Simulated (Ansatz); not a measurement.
Input and command of a plane-wave DFT calculation in Ansatz:

```yaml
crystal:
  lattice:
    - [-1.6549278069, 1.6549278069, 1.6549278069]
    - [1.6549278069, -1.6549278069, 1.6549278069]
    - [1.6549278069, 1.6549278069, -1.6549278069]
  atoms:
    - { symbol: Ta, position: [0.0, 0.0, 0.0] }
basis:
  ecutwfc: 500
kpoints:
  mp_grid: { grid: [18, 18, 18] }
hamiltonian:
  xc: r2scan
scf:
  occupations: { method: gaussian, width: 0.1 }
output:
  forces: true
  stress: true
  eigenvalues: true
  write_density: true
  write_potential: true
  elf: true
  volumetric_format: npy
relax:
  adjacent_minimum: "off"
  f_tol: 0.005
  max_steps: 80
  cell: { stress_tol: 0.05 }
```

```bash
ansatz run input.yaml --threads 1 --pin off --max-ram 2560MiB --backend cpu --events-out ev --progress --plain --runs-dir out
```

Processor: Arm Neoverse V1, 1 thread, on a host shared with other jobs.

Question: How long does it run, and how much memory does it take?

Answer: About 24 s on 1 thread of Arm Neoverse V1 (shared host), peak memory 0.39 GiB. It solves 11 bands at 195 k points (the mesh reduced by the symmetry that the task leaves, which can be less than the crystal's) with about 459 plane waves (on the last cell), in 20 SCF iterations over 4 ionic steps.
